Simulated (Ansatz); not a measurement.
An elastic tensor (GPa, Voigt order, standard axes) from LDA (plane waves, PAW; program Ansatz):

```
 235   130   130   0.0   0.0   0.0
 130   235   130   0.0   0.0   0.0
 130   130   235   0.0   0.0   0.0
 0.0   0.0   0.0  78.3   0.0   0.0
 0.0   0.0   0.0   0.0  78.3   0.0
 0.0   0.0   0.0   0.0   0.0  78.3
```

Problem. Which compound is it?
A. Zn3CdS4, P-43m (Zn on 3c, Cd on 1a, S on 4e)
B. Zn3N2, anti-bixbyite
C. VN, rock salt
D. AlN, rock salt

Solution. B, Zn3N2, anti-bixbyite

Space group Ia-3 (anti-bixbyite). The cell was relaxed with LDA under the symmetry of its start. As this level gives no gap, shear constants depend on the k-mesh and smearing (Fermi–Dirac, 0.1 eV here).

Potentials: the later of the program's two PAW sets.
